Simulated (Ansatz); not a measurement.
# Lu2TiS4: relaxation (Ansatz)

input.yaml:

```yaml
crystal:
  lattice:
    - [0.0, 5.33990291, 5.33990291]
    - [5.33990291, 0.0, 5.33990291]
    - [5.33990291, 5.33990291, 0.0]
  atoms:
    - { symbol: S, position: [0.378, 0.378, 0.378] }
    - { symbol: S, position: [0.384, 0.872, 0.872] }
    - { symbol: S, position: [0.378, 0.378, 0.866] }
    - { symbol: S, position: [0.872, 0.384, 0.872] }
    - { symbol: S, position: [0.866, 0.378, 0.378] }
    - { symbol: S, position: [0.872, 0.872, 0.872] }
    - { symbol: S, position: [0.378, 0.866, 0.378] }
    - { symbol: S, position: [0.872, 0.872, 0.384] }
    - { symbol: Lu, position: [0.625, 0.625, 0.625] }
    - { symbol: Lu, position: [0.125, 0.625, 0.625] }
    - { symbol: Lu, position: [0.625, 0.625, 0.125] }
    - { symbol: Lu, position: [0.625, 0.125, 0.625] }
    - { symbol: Ti, position: [0.0, 0.0, 0.0] }
    - { symbol: Ti, position: [0.25, 0.25, 0.25] }
  symmetry: { tolerance: 0.0003 }
kpoints:
  mp_grid: { grid: [4, 4, 4], shift: [0, 0, 0] }
magnetization:
  spin_polarized: false
scf:
  occupations: { method: cold, width: 0.0105 }
  lower_state_search: "off"
hamiltonian:
  pseudopotentials: { kind: paw }
  xc: r2scan
  hubbard:
    projectors: all-electron-ortho-atomic
    sites: [{ species: Ti, l: d, u_eff: 6.89 }]
basis:
  ecutwfc: 500
  fft_grid_basis: typed
relax:
  max_steps: 40
  cell: { p_target: 0.0 }
  f_tol: 0.03
output:
  forces: true
  stress: true
  eigenvalues: true
  bader: true
  populations: true
  elf: true
  write_potential: true
  volumetric_format: npy
  dos:
    e_range: [-12, 8]
    de: 0.05
    projected: { site_lists: { Lu: [Lu], S: [S], Ti: [Ti] } }
  write_density: true
checkpoint:
  read: saved_state
```

The command:

```bash
ansatz run input.yaml --threads 2 --pin off --max-ram 3584MiB --backend cpu --events-out ev --progress --plain --runs-dir out
```

Origin of the cell: a known structure type with other elements, at an estimated volume, so it need not be a known compound.

The saved state is a converged single point of the same cell.

Steps («new basis» is an SCF on plane waves selected anew at the same cell):

| step | ΔF (meV/atom) | max force component (eV/Å) | P (GPa) | volume (Å³) | SCF iterations | step was |
| --- | --- | --- | --- | --- | --- | --- |
| 1 | 0.0 | 0.093 | 5.17 | 304.53 | 19 | accepted |
| 2 | -15.2 | 0.319 | -1.62 | 330.39 | 20 | accepted |
| 3 | -23.7 | 0.026 | -0.14 | 325.58 | 18 | accepted |
| 4 | -23.8 | 0.001 | 0.01 | 325.15 | 15 | accepted |
| 5 | -24.1 | 0.001 | 0.02 | 325.15 | 19 | new basis |

Step 1, with forces in eV/Å:

```xyz
14
Lattice="0.000 5.340 5.340 5.340 0.000 5.340 5.340 5.340 0.000" Properties=species:S:1:pos:R:3:forces:R:3 pbc="T T T" step=1
S     4.037    4.037    4.037    0.093    0.093    0.093
S     9.313    6.707    6.707   -0.093    0.093    0.093
S     6.643    6.643    4.037   -0.093   -0.093    0.093
S     6.707    9.313    6.707    0.093   -0.093    0.093
S     4.037    6.643    6.643    0.093   -0.093   -0.093
S     9.313    9.313    9.313   -0.093   -0.093   -0.093
S     6.643    4.037    6.643   -0.093    0.093   -0.093
S     6.707    6.707    9.313    0.093    0.093   -0.093
Lu    6.675    6.675    6.675    0.000    0.000    0.000
Lu    6.675    4.005    4.005    0.000    0.000    0.000
Lu    4.005    4.005    6.675    0.000    0.000    0.000
Lu    4.005    6.675    4.005    0.000    0.000    0.000
Ti    0.000    0.000    0.000    0.000    0.000    0.000
Ti    2.670    2.670    2.670    0.000    0.000    0.000
```

Step 2, with forces in eV/Å:

```xyz
14
Lattice="0.000 5.487 5.487 5.487 0.000 5.487 5.487 5.487 0.000" Properties=species:S:1:pos:R:3:forces:R:3 pbc="T T T" step=2
S     4.142    4.142    4.142    0.319    0.319    0.319
S     9.575    6.885    6.885   -0.319    0.319    0.319
S     6.832    6.832    4.142   -0.319   -0.319    0.319
S     6.885    9.575    6.885    0.319   -0.319    0.319
S     4.142    6.832    6.832    0.319   -0.319   -0.319
S     9.575    9.575    9.575   -0.319   -0.319   -0.319
S     6.832    4.142    6.832   -0.319    0.319   -0.319
S     6.885    6.885    9.575    0.319    0.319   -0.319
Lu    6.859    6.859    6.859    0.000    0.000    0.000
Lu    6.859    4.115    4.115    0.000    0.000    0.000
Lu    4.115    4.115    6.859    0.000    0.000    0.000
Lu    4.115    6.859    4.115    0.000    0.000    0.000
Ti    0.000    0.000    0.000    0.000    0.000    0.000
Ti    2.743    2.743    2.743    0.000    0.000    0.000
```

Step 3, with forces in eV/Å:

```xyz
14
Lattice="0.000 5.460 5.460 5.460 0.000 5.460 5.460 5.460 0.000" Properties=species:S:1:pos:R:3:forces:R:3 pbc="T T T" step=3
S     4.143    4.143    4.143    0.026    0.026    0.026
S     9.507    6.874    6.874   -0.026    0.026    0.026
S     6.777    6.777    4.143   -0.026   -0.026    0.026
S     6.874    9.507    6.874    0.026   -0.026    0.026
S     4.143    6.777    6.777    0.026   -0.026   -0.026
S     9.507    9.507    9.507   -0.026   -0.026   -0.026
S     6.777    4.143    6.777   -0.026    0.026   -0.026
S     6.874    6.874    9.507    0.026    0.026   -0.026
Lu    6.825    6.825    6.825    0.000    0.000    0.000
Lu    6.825    4.095    4.095    0.000    0.000    0.000
Lu    4.095    4.095    6.825    0.000    0.000    0.000
Lu    4.095    6.825    4.095    0.000    0.000    0.000
Ti    0.000    0.000    0.000    0.000    0.000    0.000
Ti    2.730    2.730    2.730    0.000    0.000    0.000
```

Step 5, with forces in eV/Å:

```xyz
14
Lattice="0.000 5.458 5.458 5.458 0.000 5.458 5.458 5.458 0.000" Properties=species:S:1:pos:R:3:forces:R:3 pbc="T T T" step=5
S     4.143    4.143    4.143   -0.001   -0.001   -0.001
S     9.501    6.872    6.872    0.001   -0.001   -0.001
S     6.772    6.772    4.143    0.001    0.001   -0.001
S     6.872    9.501    6.872   -0.001    0.001   -0.001
S     4.143    6.772    6.772   -0.001    0.001    0.001
S     9.501    9.501    9.501    0.001    0.001    0.001
S     6.772    4.143    6.772    0.001   -0.001    0.001
S     6.872    6.872    9.501   -0.001   -0.001    0.001
Lu    6.822    6.822    6.822    0.000    0.000    0.000
Lu    6.822    4.093    4.093    0.000    0.000    0.000
Lu    4.093    4.093    6.822    0.000    0.000    0.000
Lu    4.093    6.822    4.093    0.000    0.000    0.000
Ti    0.000    0.000    0.000    0.000    0.000    0.000
Ti    2.729    2.729    2.729    0.000    0.000    0.000
```

```yaml
Free_energy_lowered_by: 24.1 meV/atom
Volume_change: 6.77 %
Final_pressure: 0.02 GPa
Relaxation_steps_listed: 5
Gap_on_the_mesh: none (metal)
```

Caveats: no moments, though an odd count or open d shells may carry them; no spin-orbit coupling, though heavy elements are present; the relaxation held the start's symmetry, so the end may be a saddle point.

The run took 4.5 min on 2 threads of Arm Neoverse V2, with other jobs on the host, peak memory 2 GiB, from a saved density.
